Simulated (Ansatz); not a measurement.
ZrC:
```yaml
crystal:
  lattice:
    - [3.35372, 0.00000, 0.00000]
    - [-1.67686, 2.90441, 0.00000]
    - [0.00000, 0.00000, 5.21579]
  atoms:
    - { symbol: Zr, position: [0.33333, 0.66667, 0.25000] }
    - { symbol: Zr, position: [0.66667, 0.33333, 0.75000] }
    - { symbol: C, position: [0.00000, 0.00000, 0.00000] }
    - { symbol: C, position: [0.00000, 0.00000, 0.50000] }
```

Relaxed with PBEsol. Special points in fractions of this cell's reciprocal vectors: Γ (0.000, 0.000, 0.000); M (0.500, 0.000, 0.000); K (0.333, 0.333, 0.000); A (0.000, 0.000, 0.500); L (0.500, 0.000, 0.500); H (0.333, 0.333, 0.500).

**Question.** List the band energies nearest the Fermi level at these points for PBEsol in the plane-wave PAW code Ansatz.

**Answer.** In eV from the Fermi level; about four levels below and three above (degenerate sets whole), none deeper than 8.9 eV; points with the same levels are listed once.

| k | below | above |
|---|---|---|
| Γ | -3.12 -3.12 -1.34 -1.34 | 0.75 1.06 1.06 |
| M | -3.52 -3.06 -1.76 -0.96 | 1.42 4.02 4.24 4.24 |
| K | -3.59 -3.59 -3.42 -3.42 | 0.41 0.85 0.85 |
| A | -2.73 -2.73 -2.73 -2.73 | 3.34 3.34 3.34 3.34 |
| L | -3.01 -3.01 -2.37 -2.37 | 1.31 1.31 3.99 3.99 |
| H | -2.44 -2.44 -1.97 -1.97 | 1.60 1.60 2.90 2.90 |

Space group P6_3/mmc (NiAs type). The workflow started from a Materials Project entry (that database holds measured and hypothetical structures alike); the Crystallography Open Database copy checked does not list it. It is not the phase usual at ambient conditions (space group No. 225). The cell was relaxed with PBEsol under the symmetry of its start; its stability against distortions is not shown here. The run is not spin-polarised. Scalar-relativistic: spin–orbit coupling is off unless named, which matters more the heavier the elements.

Potentials: the later of the program's two PAW sets.
